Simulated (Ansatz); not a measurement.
TiTe₂ (fluorite or antifluorite type, Fm-3m) at seven volumes, PBE (plane waves, PAW; program Ansatz), scaled uniformly. One row is withheld.

```json
[
 {"V (Å³/atom)": "24.734", "P (GPa)": "7.36"},
 {"V (Å³/atom)": "25.549", "P (GPa)": "4.47"},
 {"V (Å³/atom)": "26.365", "P (GPa)": "2.03"},
 {"V (Å³/atom)": "27.180", "P (GPa)": "0.00"},
 {"V (Å³/atom)": "27.996", "P (GPa)": "?"},
 {"V (Å³/atom)": "28.811", "P (GPa)": "-3.14"},
 {"V (Å³/atom)": "29.626", "P (GPa)": "-4.35"}
]
```

Question: Fit the shown pressures and predict the withheld one.

Answer: P = (3/2)B₀(x^(7/2) − x^(5/2))[1 + (3/4)(B′ − 4)(x − 1)] with x = (V₀/V)^(2/3). Least squares on the six rows gives V₀ = 27.180 Å³/atom, B₀ = 62.1 GPa, B′ = 4.84. At V = 27.996, x = 0.9805 and P = -1.71 GPa. The run itself gave -1.72 GPa.

A made-up cell: these elements were put on the sites of a structure type; neither database checked (COD, Materials Project) lists it. COD files the formula under space group No. 164, so this cell is another polymorph or a model. Its standing as an ambient phase is unchecked. The cell was relaxed with PBE under the symmetry of its start; whether a distortion lowers the energy is not shown. The run is not spin-polarised. Scalar-relativistic: spin–orbit coupling is off unless named, which matters more the heavier the elements.

Potentials: the later of the program's two PAW sets.
